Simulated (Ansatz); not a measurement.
# Ag2Sb2Ru: reading a single point

```
Ru Ag Sb
1.0
     0.00000    4.45722    0.00000
     4.45722    0.00000    0.00000
     2.22861    2.22861   -5.26208
Ru Ag Sb
1 2 2
Direct
  0.00000 0.00000 0.00000
  0.75000 0.25000 0.50000
  0.25000 0.75000 0.50000
  0.38420 0.38420 0.23160
  0.61580 0.61580 0.76840
```

Method: r2SCAN, no spin polarisation; PAW, plane waves to 500 eV, 8×8×8 Γ-centred mesh, fermi-dirac occupations (width 0.1 eV) (Ansatz 0.2.0), atoms fixed.

Q: What do density and ELF say about some of the short contacts?

A: Sb–Sb at 2.44 Å: least valence density 0.68 e/Å³ and ELF 0.62 there. Ag–Sb at 2.64 Å: least valence density 0.40 e/Å³ and ELF 0.33 there. Ru–Sb at 3.38 Å: least valence density 0.14 e/Å³ and ELF 0.19 there. Both are smooth PAW fields, read partly inside the augmentation spheres.

Q: Is it stable against the elements?

A: 1.14 eV an atom against the elements' usual phases (free molecules for gases, crystals otherwise, with no correction for O₂ or N₂), so at this geometry it isn't bound against them. Relaxing would lower it.

Q: Give the Bader charges.

A: Bader charges in e: Ag -0.10, Sb +0.09, Ru +0.03. In the mean Sb gives up most and Ag takes most.

Q: What happens at the Fermi level?

A: It is a metal, with about 4.6 states/eV a cell as the mean within 0.25 eV of the Fermi level, mostly Ru d (70 %) and Sb p (15 %).

Origin: a known structure type with other elements, at an estimated volume, so it need not be a known compound.

It took 98 s on 1 thread of Intel(R) Xeon(R) Platinum 8375C CPU @ 2.90GHz (Ice Lake), with other jobs on the host, peak memory 1 GiB, starting from a saved density. The time holds forces, stress, Bader, DOS, bands, ELF.
